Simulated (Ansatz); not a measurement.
# Field gradients at the nuclei in TiO2 at a changed volume

The cell is a COD entry, relaxed with PBE at fixed cell and then changed (volume scaled by 0.98, ions relaxed).

Space group I4_1/amd:1 (No. 141); a = 3.7588, c = 9.4507 Å.

| site | Wyckoff | site symmetry | x | y | z |
| --- | --- | --- | --- | --- | --- |
| Ti | 4a | -4m2 | 0.0000 | 0.0000 | 0.0000 |
| O | 8e | 2mm. | 0.0000 | 0.0000 | 0.2096 |

One atom of each set is listed; the run and its k-mesh use a cell of 6 atoms with edges of 5.42, 5.42, 5.42 Å.

The numbers come from a DFT calculation in Ansatz (PBE, plane waves and PAW, scalar-relativistic, 420 eV cutoff, Γ-centred 11×11×11 k-points, Fermi–Dirac smearing 0.02 eV).

Conventions: |V_zz| ≥ |V_yy| ≥ |V_xx|, η = (V_xx − V_yy)/V_zz, C_Q = eQV_zz/h.

Ti-49: I = 7/2, Q = 247.0 mb; ¹⁷O: I = 5/2, Q = -25.58 mb. Nuclear quadrupole moments: year-2017 set (Pyykkö).

```tsv
site	atoms	first shell	V_xx, V_yy, V_zz (10²¹ V/m²)	η	C_Q (MHz)
Ti	2	6 O at 1.92–1.98 Å	-0.89, -0.89, 1.78	0.00	10.6
O	4	3 Ti at 1.92–1.98 Å	-0.34, -1.37, 1.71	0.60	-1.06
```

An axis of threefold or higher order runs through Ti, so V_zz lies along it and η is zero.

At this changed cell the PBE pressure is 9 GPa.
